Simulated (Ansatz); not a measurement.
Clean, relaxed (100) surface of Ag, space group Fm-3m (No. 225) (top face towards +c; atoms held fixed, by place in the list: 1, 2):

```
Ag
1.0
     2.86690    0.00000    0.00000
     0.00000    2.86690    0.00000
     0.00000    0.00000   23.08162
Ag
4
Cartesian
  1.4335 1.4335 8.5000
  0.0000 0.0000 10.5272
  1.4335 1.4335 12.5613
  0.0000 0.0000 14.5454
```

Method: DFT PBEsol, scalar-relativistic, plane waves, PAW (Ansatz). Settings: cutoff 420 eV, Γ-centred mesh 10×10×1 on the computed 4-atom cell, Gaussian smearing of 0.10 eV; no spin polarisation. A dipole correction removes the field between periodic images along c.

F (atom) is put at the hollow (over Ag) at (0.50, 0.50) site, one adsorbate per 8.2 Å², and relaxed. The adsorption energy is E(slab + adsorbate) − E(slab) − E(free adsorbate, spin-polarised where open-shell). Heights count from the highest slab atom after relaxation. Bonded neighbours lie within 1.25 times the sum of covalent radii (1.35 for H) and, on that scale, within 12 % of the closest. With the adsorbate the cell is lengthened along c to keep the vacuum.

Question: How strongly does it bind, and where does its anchoring atom end?

Answer: -3.54 eV; at (0.50, 0.50), 4 bonded neighbours (Ag).

Question: How high does its anchoring atom sit over the highest slab atom, and what is the shortest contact with the surface?

Answer: 1.13 Å; F–Ag 2.32 Å.

Question: The clean face has a work function of 4.27 eV. How does the adsorbate change it?

Answer: By +4.10 eV.

Each end is the local minimum or symmetric point that its start leads to. The slab is only 6.1 Å thick, so the energies aren't converged with thickness.

For at least one of the starts the bottom face's work function also shifts by over 0.1 eV: the slab is too thin to screen the adsorbate, so the work functions aren't converged with thickness.

Spin polarisation was left out, and a magnetic state may lie lower.